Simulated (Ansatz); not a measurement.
BeS (zinc blende, space group No. 216), the program Ansatz at the PBEsol level (PAW): ε∞ = 5.38, cell volume 28.30 Å³. Infrared-active transverse modes:

```
ω_TO (cm⁻¹)  oscillator strength S_xx (e²/amu)
-----------  ---------------------------------
577.0                                   0.3566
```

Task: Compute the static dielectric constant.

Result: Each mode adds (4.921e7/V) S/ω²: 1.86. So ε0 = 7.25.

Task: What LO frequency does the Lyddane–Sachs–Teller relation give?

Result: ω_LO = ω_TO √(ε0/ε∞) = 669 cm⁻¹.

Space group F-43m (zinc blende). The PBEsol relaxation kept the symmetry of its start.

Potentials: the earlier of the program's two PAW sets. The files were generated under PBE; for other functionals the program regenerates the frozen cores, and for LDA and PBEsol the local potential too.
